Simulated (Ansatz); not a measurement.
Relaxed TiN (rock salt):

```xyz
2
Lattice="0.0000 2.1020 2.1020 2.1020 0.0000 2.1020 2.1020 2.1020 0.0000" Properties=species:S:1:pos:R:3 pbc="T T T"
N      0.0000     0.0000     0.0000
Ti     2.1020     2.1020     2.1020
```

In each cell atom 1 (N, nearest neighbour Ti at 2.102 Å; its periodic images, 3.0 Å or more away, move with it) moves by s·(0.707, 0.707, 0.000) (along Cartesian [110]), the rest being held.

Calculation: PBEsol (plane waves to 420 eV, PAW, scalar-relativistic; Ansatz, a quantum-chemistry and plane-wave program). k mesh 15×15×15 (Γ-centred), Fermi-Dirac smearing 0.05 eV. Energies are smeared free energies. With partly filled bands, energies and forces of such displacements shift with the k mesh and the smearing. TiN is run without spin polarisation. TiN was relaxed with its symmetry unable to fall. The zero of ΔE is the undisplaced structure. The last digit holds for this mesh only.

| s (Å) | ΔE (meV/cell) |
|---|---|
| -0.420 | 993.6 |
| -0.336 | 643.4 |
| -0.252 | 362.9 |
| -0.168 | withheld |
| -0.084 | 40.5 |
| 0.000 | 0.0 |
| 0.084 | 40.5 |
| 0.168 | withheld |
| 0.252 | 362.9 |
| 0.336 | 643.4 |
| 0.420 | 993.6 |

### Question
Fit an even polynomial form (powers 2, 4, 6) to the given rows and predict ΔE at s = -0.168.

### Answer
Least squares on the 9 given rows: ΔE = (5696)·s² + (708.1)·s⁴ + (-6033)·s⁶, in meV/cell with s in Å; root-mean-square residual 0.15 meV/cell. At -0.168 the fit gives 161.2 meV/cell; the calculation gives 161.2 meV/cell, the same to the digits shown. The quadratic term alone would give 160.8 meV/cell.

(For displaced atoms, the force is minus the slope of the energy, and its curvature is a force constant, which sets phonon frequencies.)
